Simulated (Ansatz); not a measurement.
Starting cell, MgRh (CsCl type):

```
CELL_PARAMETERS angstrom
      6.09456     0.00000     0.00000
      0.00000     3.04728     0.00000
      0.00000     0.00000     3.04728
ATOMIC_POSITIONS crystal
  Mg 0.00000 0.00000 0.00000
  Mg 0.50000 0.00000 0.00000
  Rh 0.25000 0.50000 0.50000
  Rh 0.75000 0.50000 0.50000
```

A phonon eigenvector at X = (0.5, 0.0, 0.0) is frozen into this cell: atom i moves by Q times the vector below, so Q is the largest atomic displacement, in Å. The cell is held. (q is in reciprocal vectors of the primitive cell; the cell shown is doubled to hold the pattern.)

```tsv
atom	x	y	z
Rh3	1.000	0.000	0.000
Rh4	-1.000	0.000	0.000
```

Atoms not listed stay in place.

Level of theory: LDA (plane waves to 420 eV, PAW, scalar-relativistic; Ansatz, a program for electronic structure). k mesh 8×15×15 (Γ-centred), Fermi-Dirac smearing 0.05 eV. With partly filled bands, energies and forces of such displacements shift with the k mesh and the smearing. MgRh is run without spin polarisation. MgRh was relaxed with its symmetry unable to fall. 

```tsv
Q (Å)	−dE/dQ from forces (eV/Å)
-0.100	1.753
-0.083	1.439
-0.067	1.136
-0.050	0.843
-0.033	0.558
-0.017	0.278
0.000	0.000
0.017	-0.278
0.033	-0.558
0.050	-0.843
0.067	-1.136
0.083	-1.439
0.100	-1.753
```

**Question.** What harmonic wavenumber does the curvature at Q = 0 give?

**Answer.** 148 cm⁻¹. E″ = 16.66 eV/Å², M = Σ mᵢ|uᵢ|² = 205.8 u, ν̃ = 521.5·√(|E″|/M).

(For displaced atoms, the force is minus the slope of the energy, and its curvature is a force constant, which sets phonon frequencies.)
